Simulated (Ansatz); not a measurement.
**NaLaMnMoO6 and the effect of the functional**

```xyz
10
Lattice="-2.7229 2.7229 3.8989 2.7229 -2.7229 3.8989 2.7229 2.7229 -3.8989" Properties=species:S:1:pos:R:3 pbc="T T T"
Na    2.7229    0.0000    1.9494
La    0.0000    2.7229    1.9494
Mn    0.0000    0.0000    3.8989
Mo    0.0000    0.0000    0.0000
O     1.6123    1.1308    0.0001
O     1.5921   -1.1106    3.8988
O     1.1106    1.5921    3.8990
O     1.1308    3.8336   -0.0001
O     0.0000    0.0000    1.9646
O     0.0000    0.0000    5.8332
```

The cell comes from a database or a generator and needn't be the stable form of this composition.

Kept alike: task band structure; k mesh 7 × 7 × 7; occupations fermi-dirac, width 0.05 eV; collinear spin, ferromagnetic start. Program: Ansatz, Ansatz PAW, cutoff 420 eV. The mesh is that of the run's cell of 10 atoms. No spin-orbit coupling.

| functional | pressure (GPa) | largest site moment (μB) |
| --- | --- | --- |
| BLYP | 5.40 | 1.92 |
| LDA | -12.30 | 2.08 |
| PBEsol | -6.33 | 2.24 |
| RPBE | 5.09 | 2.32 |
| revPBE | 3.87 | 2.30 |

Pressure is positive in compression, with a Pulay correction for the finite cutoff. For a metal such a mesh leaves the last digits unconverged. The runs hold the magnetic state that their start led to, which needn't be the lowest. Site moments count inside each atom's sphere or projector. All rows use potentials made for PBE.

What does the functional change here?

The pressure runs from -12.30 (LDA) to 5.40 GPa (BLYP). A positive pressure means that the functional's own cell is larger than the one given, a negative one that it is smaller. The largest site moment runs from 1.92 (BLYP) to 2.32 μB (RPBE).
